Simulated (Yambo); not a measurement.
Material: BeO (wurtzite, space group P6_3mc, No. 186); a = 2.661 Å, b = 2.661 Å, c = 4.324 Å, α = 90.00°, β = 90.00°, γ = 120.00° (4 atoms in the cell). Cell and atoms were relaxed with LDA from Materials Project entry mp-2542, within its symmetry.

With LDA (Quantum ESPRESSO, PseudoDojo norm-conserving, 88 Ry, scalar-relativistic), the gap between the mesh's edge points (Γ → Γ) is 8.045 eV.

### Question
Estimate the G0W0 gap between the same points from Yambo (6×6×4 Γ-centred k mesh, bands 3 to 66 and a 10 Ry block in the screening, 66 bands in G with the Bruneval-Gonze terminator, plasmon pole fitted at 27.2 eV).

### Answer
The correction is 2.945 eV, giving 10.990 eV, 1.4 times the LDA value.  Nearest settings tried, and what they do to the gap: 52 bands in W, 52 bands in G: +3 meV; 8 Ry block (73 vectors against 111): -130 meV; 6×6×2 mesh: +2 meV. So the settings aren't converged at that level.
